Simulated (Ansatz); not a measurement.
CaO (rock salt, Fm-3m), the program Ansatz at the LDA level (PAW): ε∞ = 3.88, cell volume 26.09 Å³. Infrared-active transverse modes:

```json
[
 {"ω_TO (cm⁻¹)": "290.4", "oscillator strength S_xx (e²/amu)": "0.4932"}
]
```

Compute the static dielectric constant.

Each mode adds (4.921e7/V) S/ω²: 11.03. So ε0 = 14.9.

What LO frequency does the Lyddane–Sachs–Teller relation give?

ω_LO = ω_TO √(ε0/ε∞) = 569 cm⁻¹.

The LDA relaxation kept the symmetry of its start; phonons on a q-mesh show no instability.

Potentials: the later of the program's two PAW sets.
